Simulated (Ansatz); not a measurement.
**Computed properties of AlV2C**

AlV2C:
```xyz
8
Lattice="2.8579 0.0000 0.0000 -1.4289 2.4750 0.0000 0.0000 0.0000 12.8963" Properties=species:S:1:pos:R:3 pbc="T T T"
Al     0.0000     1.6500     3.2241
Al     1.4289     0.8250     9.6722
V      0.0000     1.6500     7.5489
V      1.4289     0.8250     5.3473
V      1.4289     0.8250     1.1008
V      0.0000     1.6500    11.7955
C      0.0000     0.0000     0.0000
C      0.0000     0.0000     6.4481
```

Space group P6_3/mmc (No. 194); conventional cell a = 2.858 Å, b = 2.858 Å, c = 12.896 Å, α = 90.00°, β = 90.00°, γ = 120.00°.

Method: plane-wave PAW LDA (Ansatz code). The cell and atoms are relaxed at this level. Other levels are named where they apply.

Cell and energy:

- Volume per atom = 11.40 Å³
- Density = 5.13 g/cm³
- Formation energy from the elements (no fitted shifts) = -579 meV/atom

Electronic structure:

- Electronic character: metallic (no gap)
- Density of states at the Fermi level: 0.59 states/eV per atom (mean over ±0.08 eV)

Mechanics:

- Bulk modulus (Birch–Murnaghan fit) = 195 GPa
- Pressure derivative B′ = 4.4
- Elastic constants (relaxed ions, GPa) = C11 = 372, C12 = 87.5, C13 = 116, C33 = 353, C44 = 166
- Mechanical stability = stable (all eigenvalues of C positive)
- Hill bulk and shear moduli = 193 and 145 GPa
- Young's modulus = 349 GPa
- Poisson's ratio = 0.20
- Debye temperature from the elastic constants = 778 K

Phonons:

* **Highest zone-centre frequency**: 736 cm⁻¹
* **Zone-centre stability**: no imaginary mode at Γ

The cell was relaxed with LDA under the symmetry of its start. No spin polarisation was allowed. As this level gives no gap, shear constants depend on the k-mesh and smearing (Fermi–Dirac, 0.1 eV here). As this level gives no gap, phonon frequencies hold no LO–TO term and depend on the k-mesh and smearing (Fermi–Dirac, 0.1 eV here). The references are the lowest solids computed at this level, not always the standard phases.

Potentials: the later of the program's two PAW sets.
